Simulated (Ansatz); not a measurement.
Space group P-62m (No. 189). a = 7.664 Å, b = 7.664 Å, c = 3.767 Å, α = 90.00°, β = 90.00°, γ = 120.00°
```tsv
atom	site	symmetry	x	y	z
Sc	3g	m2m	0.2396	0.0000	0.5000
Sc	3f	m2m	0.6110	0.0000	0.0000
Te	2d	-6..	0.3333	0.6667	0.5000
Ru	1a	-62m	0.0000	0.0000	0.0000
```

Equation of state of this Sc6Te2Ru structure (not necessarily the ground state), with shape and atoms relaxed at each volume where symmetry leaves them free. It has no gap at any of these volumes. All numbers below come from Ansatz, DFT PBEsol, scalar-relativistic, plane waves, PAW.

Plane waves to 420 eV, a k mesh through Γ of 6×6×10 on the computed 9-atom cell and Gaussian smearing (0.10 eV); no spin polarisation.

```tsv
V (Å³/atom)	E − E(largest V) (meV/atom)	P (GPa)
20.013	3.93	5.62
20.652	-12.18	2.59
21.291	-17.12	0.01
21.929	-12.56	-2.18
22.568	0.00	-4.03
```

Problem. Fit a third-order Birch–Murnaghan equation to E(V).

Solution. V0 = 21.29 Å³/atom, B0 = 79 GPa, B0' = 4.5.

Spin-orbit coupling is left out, which matters for the bands of heavy elements.